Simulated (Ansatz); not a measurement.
# Relaxation of MoS₂

All numbers below come from DFT PBEsol, scalar-relativistic, plane waves, PAW (Ansatz 0.2.0). Settings: 420 eV cutoff, 12×12×4 k-mesh, Gaussian smearing of 0.10 eV, no spin polarisation.

What was changed: relaxed at 60 GPa.

Other phases may be more stable at this pressure.

Command:

```bash
ansatz run input.yaml --threads 1 --pin off --max-ram 2560MiB --backend cpu --events-out ev --progress --plain --runs-dir out
```

Input:

```yaml
crystal:
  lattice:
    - [2.8839446053, 0.0, 0.0]
    - [-1.4419723026, 2.4975692913, 0.0]
    - [0.0, 0.0, 10.466224056]
  atoms:
    - { symbol: Mo, position: [0.6666666667, 0.3333333333, 0.25] }
    - { symbol: Mo, position: [0.3333333333, 0.6666666667, 0.75] }
    - { symbol: S, position: [0.3333333333, 0.6666666667, 0.3968473336] }
    - { symbol: S, position: [0.6666666667, 0.3333333333, 0.8968473336] }
    - { symbol: S, position: [0.3333333333, 0.6666666667, 0.1031526664] }
    - { symbol: S, position: [0.6666666667, 0.3333333333, 0.6031526664] }
basis:
  ecutwfc: 420
kpoints:
  mp_grid: { grid: [12, 12, 4] }
hamiltonian:
  xc: pbesol
scf:
  occupations: { method: gaussian, width: 0.1 }
output:
  forces: true
  stress: true
  eigenvalues: true
relax:
  adjacent_minimum: "off"
  f_tol: 0.008
  max_steps: 50
  cell: { stress_tol: 0.08, p_target: 60.0 }
```

F is the free energy. Steps run on the plane waves of an earlier cell, but the last one, and at times one on the way, on a freshly chosen basis, so a repeated geometry can differ a little in energy. The relaxation lowers the enthalpy F + PV at the target pressure, so F itself can rise.

Steps:

| step | F − F(1) (eV) | largest force component (eV/Å) | V (Å³/atom) | P (GPa) |
| --- | --- | --- | --- | --- |
| 1 | 0.0000 | 1.580 | 12.564 | 57.96 |
| 2 | 1.4272 | 0.059 | 11.829 | 67.17 |
| 3 | 0.5758 | 0.327 | 12.196 | 55.84 |
| 4 | 0.7723 | 0.002 | 12.102 | 59.71 |
| 5 | 0.7974 | 0.027 | 12.091 | 60.17 |
| 6 | 0.7967 | 0.001 | 12.091 | 60.00 |
| 7 | 0.7971 | 0.001 | 12.091 | 60.00 |

Relaxed structure:

```cif
data_structure
_symmetry_space_group_name_H-M 'P 1'
_symmetry_Int_Tables_number 1
_cell_length_a 2.8455
_cell_length_b 2.8455
_cell_length_c 10.3460
_cell_angle_alpha 90.000
_cell_angle_beta 90.000
_cell_angle_gamma 120.000
_cell_volume 72.55
loop_
_atom_site_label
_atom_site_type_symbol
_atom_site_fract_x
_atom_site_fract_y
_atom_site_fract_z
_atom_site_occupancy
Mo1 Mo 0.66667 0.33333 0.25000 1
Mo2 Mo 0.33333 0.66667 0.75000 1
S1 S 0.33333 0.66667 0.40406 1
S2 S 0.66667 0.33333 0.90406 1
S3 S 0.33333 0.66667 0.09594 1
S4 S 0.66667 0.33333 0.59594 1
```

Symmetry: P6_3/mmc, No. 194, hexagonal system. Conventional cell: a = 2.846 Å, b = 2.846 Å, c = 10.346 Å, α = 90.00°, β = 90.00°, γ = 120.00°. Mo (site symmetry -6m2) has 6 S at 2.29 Å as nearest neighbours. Around S (site symmetry 3m) lie 3 Mo at 2.29 Å and 3 S at 2.58 Å.

The run converged. Time: 24 s on 1 thread of Intel(R) Xeon(R) 6975P-C (Granite Rapids) (shared host), peak memory 0.47 GiB.